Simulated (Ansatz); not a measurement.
MgSe:
```xyz
4
Lattice="4.2203 0.0000 0.0000 -2.1102 3.6549 0.0000 0.0000 0.0000 6.7826" Properties=species:S:1:pos:R:3 pbc="T T T"
Mg     2.1102     1.2183     3.3749
Mg     0.0000     2.4366     6.7662
Se     2.1102     1.2183     5.9512
Se     0.0000     2.4366     2.5599
```

The program Ansatz at the PBEsol level (PAW) gives a gap of 2.52 eV without spin–orbit coupling, maximum at Γ, minimum at Γ.

Question: What happens when spin–orbit coupling is switched on?

Answer: The gap shrinks by 0.10 eV, to 2.42 eV; maximum at Γ, minimum at Γ.

Question: Give the electron effective mass with spin–orbit coupling.

Answer: 0.18, 0.19, 0.19 mₑ (principal values).

Space group P6_3mc (wurtzite). The first step of the workflow began from a Materials Project structure, measured or hypothetical; the Crystallography Open Database copy checked does not list it. COD files the formula under space group No. 225, so this cell is another polymorph or a model. Whether it is the stable phase at ambient conditions was not checked. The PBEsol relaxation kept the symmetry of its start; whether a distortion lowers the energy is not shown.

Potentials: the later of the program's two PAW sets.
